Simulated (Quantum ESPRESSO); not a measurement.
Computed NMR tensors in CaMgH$_{4}$ (changed cell)

```
CaMgH4
1.0
    4.76604    -0.16361     0.00000
   -0.16361     4.76604     0.00000
    0.00000     0.00000     3.39266
Ca Mg H
1 1 4
Cartesian
  2.30121   2.30121   1.69633
  0.00000   0.00000   0.00000
  3.27388   3.27388   0.00000
  1.32855   1.32855   0.00000
  3.90392   0.69851   1.69633
  0.69851   3.90392   1.69633
```
The cell was made here from a computed Materials Project entry: one of 2 Mg replaced by Ca, cell and atoms relaxed (PBE without dispersion, pw.x of a modified build of Quantum ESPRESSO, symmetry kept). The parent is MgH2 in P4₂/mnm. The swapped cell is a model, not a known phase. Stability against distortions was not tested.

σ is an absolute shielding without the bulk-susceptibility term: within one crystal shift differences are minus those of σ, between compounds the missing term differs by several ppm. By our sweeps, such settings leave a few ppm in absolute σ. No d partial waves on Mg: the paramagnetic term there is incompletely reconstructed. PBE places the empty d or f states of Ca too low, which is known to distort σ on and beside such ions.

Shieldings of H and of elements past Ba are not listed.

**Question.** What do the calculations give at each independent site (shieldings by PBE GIPAW (Quantum ESPRESSO, JTH PAW datasets), 30 Ha, k-mesh 6×6×8 shifted, f-sum rule met within 0.005 %)?

**Answer.** 
| site | site symmetry | σ_iso (ppm) |
|---|---|---|
| Ca (atom 1) | mmm | 969 |
| Mg (atom 2) | mmm | 557 |
| H1 (atoms 3, 4) | 2mm | – |
| H2 (atoms 5, 6) | m2m | – |
